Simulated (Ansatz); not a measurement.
# W: from λ and ω_log to T_c (computed with Ansatz 0.2.0)

Space group Im-3m (No. 229), 1 atom in the cell of the first input below: a = 2.731 Å, b = 2.731 Å, c = 2.731 Å, α = 109.47°, β = 109.47°, γ = 109.47°.

The cell was built from a prototype of a structure type listed for this element, relaxed without spin–orbit coupling to zero pressure (pressure 0.0 GPa with this functional, without spin–orbit coupling). Functional: PBEsol.

Input:

```yaml
crystal:
  lattice:
    - [-1.5765225432, 1.5765225432, 1.5765225432]
    - [1.5765225432, -1.5765225432, 1.5765225432]
    - [1.5765225432, 1.5765225432, -1.5765225432]
  atoms:
    - { symbol: W, position: [0.0, 0.0, 0.0] }
basis:
  ecutwfc: 420
  ecutrho_ratio: 4
kpoints:
  mp_grid: { grid: [18, 18, 18] }
hamiltonian:
  xc: pbesol
scf:
  occupations: { method: methfessel_paxton, width: 0.2 }
output: {}
phonons:
  supercell: [3, 3, 3]
  qpath:
    path:
      - [[0.0, 0.0, 0.0], [0.5, -0.5, 0.5], [0.0, 0.0, 0.5], [0.0, 0.0, 0.0], [0.25, 0.25, 0.25], [0.5, -0.5, 0.5]]
      - [[0.25, 0.25, 0.25], [0.0, 0.0, 0.5]]
    npoints: 6
  electrical_resistivity: { mesh: [36, 36, 36], temperatures: [50, 100, 200, 300, 500] }
  superconductivity: { mesh: [36, 36, 36], eliashberg_equations: false }
```

```bash
ansatz run input.yaml --threads 8 --pin off --max-ram 15360MiB --backend cpu --events-out ev --progress --plain --runs-dir out
```

Time: 2.7 min on 8 threads of Arm Neoverse V2, with other jobs on the host, peak memory 6.6 GiB.

On the finest mesh λ = 0.3063, ω_log = 19.056 meV, N(E_F) = 0.221 states per eV, spin and cell. λ by mesh: 36×36×36 0.306, 18×18×18 0.316, 9×9×9 0.411.

Q: What T_c does McMillan's formula in the Allen–Dynes form give for μ* = 0.10?

A: T_c = (ω_log/1.2) exp[−1.04(1+λ)/(λ − μ*(1+0.62λ))] = (221.14 K/1.2) × exp(−1.3586/0.1873) = 0.13 K. λ still moved by 3 % between the two finest meshes, so T_c isn't settled to the digits shown. By mesh, finest first, the same formula gives 0.13, 0.17, 1.11 K.

| μ* | McMillan (K) | Allen–Dynes with strong-coupling factors (K) |
| --- | --- | --- |
| 0.08 | 0.30 | 0.30 |
| 0.10 | 0.13 | 0.13 |
| 0.12 | 0.05 | 0.05 |
| 0.13 | 0.02 | 0.02 |
| 0.14 | 0.01 | 0.01 |
| 0.16 | 0.00 | 0.00 |
| 0.20 | 0.00 | 0.00 |

Caveats: no spin-orbit coupling, which matters for these elements; small supercell, couplings not converged in it; with so small a supercell and a typed μ*, T_c can miss a measured one by a factor of two or more; λ is not converged in the mesh, and T_c depends on it steeply.
